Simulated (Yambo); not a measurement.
Yambo run on KI (rock salt, space group Fm-3m, No. 225). The wavefunctions are PBEsol (pw.x of Quantum ESPRESSO, ONCV potentials, without SOC) ones on a 4×4×4 mesh (8 occupied bands); a = 4.953 Å, b = 4.953 Å, c = 4.953 Å, α = 60.00°, β = 60.00°, γ = 60.00°.

Yambo input:

```
rim_cut
gw0
dyson
el_el_corr
HF_and_locXC
ppa
em1d
RandQpts= 1000000
RandGvec= 1 Ry
EXXRLvcs= 74 Ry
VXCRLvcs= 296 Ry
Chimod= "HARTREE"
% BndsRnXp
 1 | 193 |
%
NGsBlkXp= 10 Ry
% LongDrXp
 1.0 | 1.0 | 1.0 |
%
PPAPntXp= 27.2114 eV
% GbndRnge
 1 | 193 |
%
GTermKind= "none"
DysSolver= "n"
ExtendOut
% QPkrange
 1 | 1 | 8 | 9 |
%
```

k points by index: 1 = Γ.

The o-*.qp file then holds:

```
#    K-point    Band    Eo [eV]    E [eV]    E-Eo [eV]    Vxc [eV]    Vnlxc [eV]    Sc|Eo [eV]    Sc|E [eV]    dSc/dw|Eo [eV]    Re(Z)    Im(Z)
#
    1    8    0.000000    -1.681017    -1.681017    -11.11416    -14.22143    1.048230    1.426256    -6.118858    0.816415    -0.001435
    1    9    3.871154    4.462304    0.591150    -6.700325    -3.059891    -2.951250    -3.049284    -4.511746    0.857776    -0.001132
```
(The two width columns are left out.) Convergence of these settings isn't established.

Geometry relaxed with PBEsol.
